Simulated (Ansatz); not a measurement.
Cu2Te:
```
CELL_PARAMETERS angstrom
      4.24342     0.00000     0.00000
     -2.12171     3.67491     0.00000
      0.00000     0.00000     8.47497
ATOMIC_POSITIONS crystal
  Cu 0.66667 0.33333 0.14941
  Cu 0.33333 0.66667 0.85059
  Cu 0.33333 0.66667 0.14941
  Cu 0.66667 0.33333 0.85059
  Te 0.00000 0.00000 0.26548
  Te 0.00000 0.00000 0.73452
```

Relaxed with r²SCAN+D4. Special points in fractions of this cell's reciprocal vectors: Γ (0.000, 0.000, 0.000); M (0.500, 0.000, 0.000); K (0.333, 0.333, 0.000); A (0.000, 0.000, 0.500); L (0.500, 0.000, 0.500); H (0.333, 0.333, 0.500).

Question: List the band energies nearest the Fermi level at these points for the program Ansatz at the r²SCAN+D4 level (PAW).

Answer: In eV from the Fermi level; about four levels below and three above (degenerate sets whole), none deeper than 8.9 eV; points with the same levels are listed once.

```
k                          below                above
-  -----------------------------  -------------------
Γ        -2.48 -2.48 -2.13 -0.89       0.04 0.29 0.29
M        -2.15 -1.44 -1.11 -0.38       1.38 2.50 4.07
K  -2.17 -2.17 -2.10 -2.06 -1.15       0.70 0.70 5.01
A        -2.48 -2.48 -2.13 -1.67  0.38 0.38 0.42 0.42
L        -2.15 -1.75 -1.50 -0.04       1.73 2.17 3.44
H        -2.21 -2.10 -2.06 -1.83  1.09 1.09 4.14 4.14
```

Space group P6/mmm. The workflow started from a Materials Project entry (that database holds measured and hypothetical structures alike); the Crystallography Open Database copy checked does not list it. Its standing as an ambient phase is unchecked. Symmetry was held in the r²SCAN+D4 relaxation; whether a distortion lowers the energy is not shown. No spin polarisation was allowed. Scalar-relativistic: spin–orbit coupling is off unless named, which matters more the heavier the elements.

Potentials: the later of the program's two PAW sets.
